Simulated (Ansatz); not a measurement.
A scan (energy against volume; even scaling of the relaxed cell, symmetry kept) gave these values. All values below come from PBEsol (plane waves to 420 eV, PAW, scalar-relativistic; Ansatz, a program for electronic structure).

The bulk modulus B₀ (third-order Birch-Murnaghan fit) is 356 GPa. The pressure derivative B₀′ (fit) is 4.4. The equilibrium volume of the fit is 10.47 Å³/atom.

**Question.** Of these crystals, all scanned alike, which one is it?
A) MgSe (rock salt)
B) Ta (bcc, W type)
C) TaN (rock salt)
D) GaP (zinc blende)

**Answer.** C, TaN (rock salt). The others have, for the bulk modulus: MgSe 64.7 GPa, GaP 84.9 GPa, Ta 207 GPa

All were relaxed with their symmetry unable to fall. Spin-orbit coupling is left out. Ta is run without spin polarisation. TaN is run without spin polarisation. This is a high-temperature form of TaN.

(A scan under strain: stresses follow from slopes of the energy per volume, elastic moduli from its curvatures.)
